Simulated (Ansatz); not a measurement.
SnPt3:
```
SnPt3
1.0
    4.02517     0.00000     0.00000
    0.00000     4.02517     0.00000
    0.00000     0.00000     4.02517
Pt Sn
3 1
Direct
  0.00000   0.50000   0.50000
  0.50000   0.00000   0.50000
  0.50000   0.50000   0.00000
  0.00000   0.00000   0.00000
```

Relaxed with r²SCAN.

Q: Give the Bader charges and basin volumes of the independent atoms, the program Ansatz at the r²SCAN level (PAW).

A: 

```json
[
 {"atom": "Pt1", "Bader charge (e)": "-0.42", "Bader volume (Å³)": "17.2"},
 {"atom": "Sn4", "Bader charge (e)": "+1.25", "Bader volume (Å³)": "13.5"}
]
```

Space group Pm-3m (Cu3Au type). The workflow started from an entry of the Crystallography Open Database (COD). Its standing as an ambient phase is unchecked. The r²SCAN relaxation kept the symmetry of its start; its stability against distortions is not shown here. The run is not spin-polarised. Spin–orbit coupling is left out wherever it is not named.

Potentials: the later of the program's two PAW sets.
